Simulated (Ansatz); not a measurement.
WS2: strain energy, fitted

WS2, P6_3/mmc, a = 3.115 Å, c = 11.777 Å. Ansatz: PBEsol+D3(BJ), PAW, 420 eV, Γ-centred 12×12×4 mesh on 6 atoms, Gaussian smearing 0.02 eV; no spin polarisation. Series: strain along c alone, the other axes held, atoms relaxed; x is the strain in per cent. y is the free energy over the unstrained cell, V0 = 16.490 Å³/atom.

```tsv
x (%)	y (meV/atom)
-3.0	?
-2.0	2.24
-1.0	0.51
0.0	0.00
1.0	0.52
2.0	1.89
3.0	3.95
```

**Question.** Fit y = c2 x² + c3 x³ to the other rows, turn c2 into a modulus, and predict the missing energy.

**Answer.** Least squares on the rows shown. y = 0.5128 x² − 0.02414 x³. In eV per unit strain² c2 is 5.128; this is C33 with relaxed ions (E = ½ C33 V0 ε²): 2 × 5.128 × 160.2 / (16.490) = 100 GPa. At x = -3.0 the fit asked for gives 5.27 meV/atom. The run gave 5.43 meV/atom, so the fit is 0.16 meV/atom too low, 2.9 % of the span of the series, against an rms of 0.02 meV/atom on the fitted rows. The row lies outside the fitted range. With a term in x⁴ added, a fit to the same known rows predicts 5.12 meV/atom, further off still.

Spin–orbit coupling is left out, which can shift energies with elements as heavy as these.

Cost: 7 runs of about 5.1 core-minutes in all, on Arm Neoverse V1 (shared hosts).